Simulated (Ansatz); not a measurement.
An Ansatz (a program for electronic structure) run. Input:

Ansatz 0.2 input:
```yaml
crystal:
  lattice:
    - [3.2669337134, 0.0, 0.0]
    - [0.0, 3.2669337134, 0.0]
    - [0.0, 0.0, 3.2669337134]
  atoms:
    - { symbol: In, position: [0.0, 0.0, 0.0] }
    - { symbol: Pd, position: [0.5, 0.5, 0.5] }
kpoints:
  mp_grid: { grid: [13, 13, 13] }
hamiltonian:
  xc: r2scan
  pseudopotentials: { kind: paw }
scf:
  occupations: { method: gaussian, width: 0.1 }
checkpoint: { read: metal.run }
output: { bader: true, populations: true }
```

Output (shortened):

```
Pseudopotential: In, paw, valence charge 13
Pseudopotential: Pd, paw, valence charge 18
Functional definition: r2SCAN
Crystal: 2 atoms, lattice volume = 34.868 Å³
Basis set: ecut = 500 eV, 895 PW (Γ), exchange–correlation on 96×96×96 points (64 copies of the dense FFT grid, shifted against one another)
Bands: 24, of which v1, the nominal top of the filled ones, is band 16 counted from 1 (15 counted from 0)
Symmetry: 48 space group operations
Space group: Pm-3m (ITA 221), of the structure as read, at distance tolerance 3.3e-5 Å
k-points: 84 of 2197
Stability of the state it starts from, as read at its close in the unpolarized treatment …
iter 1 solved again at ethr=2.32e-8 eV; its pass at ethr=3.10e-3 eV (dr2=7.19e-6 eV) is discarded
SCF iter   1: F=—  HF=-12598.701571 eV  |F-HF|=—  |Δ(HF+E_count)|=         —  Δρ=5.55e-7  dr2=1.24e-10  dr2_τ=7.58e-12  ethr=2.32e-8  ⟨swp⟩=3.8  Hψ=14606  notcnv=0
preconditioner: auto → none
SCF iter   2: F=-12598.701571 eV  HF=-12598.701571 eV  |F-HF|=1.27e-10  |Δ(HF+E_count)|=   2.51e-8  Δρ=6.58e-7  dr2=1.43e-10  dr2_τ=9.01e-12  ethr=1.00e-12  ⟨swp⟩=6.3  Hψ=8407  notcnv=0
SCF 1 converged in 2 iterations: F = -12598.701571 eV  dr2 = 1.43e-10
SCF converged after 2 iterations
Free energy (F): -12598.701571 eV
Harris-Foulkes:  -12598.701571 eV  (|F-HF|=1.27e-10)
Internal energy: -12598.697630 eV  (E = F + TS)
E sigma→0 (E₀):  -12598.699600 eV
Entropy (-TS):   -0.003941 eV (-1.971 meV/atom)
Fermi energy:    16.833194 eV
--- Per-component energies (eV) ---
  E_band       = -167.967288
  E_kinetic    = 761.496948
  E_local      = -2897.144411  (includes V_loc(G=0)·N_el)
  E_nonlocal   = 586.153542
  E_hartree    = 1180.772565
  E_xc         = -361.793578
  E_vxc        = -340.619668  (∫ρ·V_xc dr)
  E_paw        = -7958.864849  (= ΣΔE_a)
  E_vpaw       = -664.241516  (= ΣTr[D̂ρ^β])
  E_aug_tail   = 0.000120  (compensation charges beyond the density's cutoff)
  E_vtau       = 24.841923  (kinetic-family band-sum trace: ∫τ·v_τ [+ j·A + Jᵃ·Aᵃ] dr)
  E_ewald      = -3909.831426
  E_core_change = 0.513459  (= ΣΔE_core)
  E_smearing   = -0.003941  (= −TS)
  E_closure    = 0.000000  (closes the sum)
  Σ components = -12598.701571   (vs F -12598.701571, Δ=0.00e0)
  [band-id]    e_kinetic+e_local+e_nonlocal+2·e_hartree+e_vxc+e_vpaw+e_augmentation_tail+e_vtau = -167.967932   (vs E_band -167.967288, Δ=-6.44e-4)
--- Band table (eV; the first three rows and the last of 84) ---
  k-point 0: bands = ["-70.2233", "-35.1379", "-35.1379", "-35.1379", "1.1188", "1.1188", "1.5508", "1.5508", "1.5508", "6.2721", "12.6970", "12.6970", "14.3156", "14.3156", "14.3156", "21.2704", "21.2704", "21.2704", "26.9326", "27.6729", "27.6729", …
  k-point 1: bands = ["-70.2232", "-35.1399", "-35.1377", "-35.1377", "1.1223", "1.1401", "1.5444", "1.5444", "1.5527", "6.3711", "12.6985", "12.7146", "14.2423", "14.2423", "14.3114", "20.5639", "21.4670", "21.4670", "27.1684", "27.6365", "28.3047", …
  k-point 2: bands = ["-70.2229", "-35.1455", "-35.1373", "-35.1373", "1.1320", "1.1988", "1.5267", "1.5267", "1.5579", "6.6675", "12.7026", "12.7442", "14.0523", "14.0523", "14.2995", "19.1191", "22.0267", "22.0267", "27.2591", "27.5318", "30.1696", …
  k-point 83: bands = ["-70.2183", "-35.1663", "-35.1663", "-35.1662", "1.2672", "1.2716", "1.2716", "1.7617", "1.7617", "11.5303", "11.6516", "11.6516", "14.8846", "14.8846", "17.1103", "19.5477", "20.3792", "20.3792", "21.8183", "21.8183", "22.1174", …
--- Löwdin populations: 2 sites ---
  site symbol       q [e]
     0     In     13.4631
     1     Pd     17.4414
  spilling = 0.003081 (of n_electrons = 31.000000)
--- Bader charges: 2 sites ---
  site symbol  charge [e]  shift [e]
     0     In      0.6191     0.0000
     1     Pd     -0.6191     0.0000
  shift: an alarm, by how much a part of what the PAW files miss would move the charge. Where it is large, compare
  with a run on PAW files of another source; a small one proves nothing
  estimated error of the sums over rays = 5.3e-4 e
```

Cost: about 10 core-seconds (a rough figure) on shared cores.

Symmetry was held in the r²SCAN relaxation; of distortions, only those at the zone centre were tested. No spin polarisation was allowed. Spin–orbit coupling is left out wherever it is not named.

Potentials: the later of the program's two PAW sets.

Ansatz is a plane-wave DFT program.
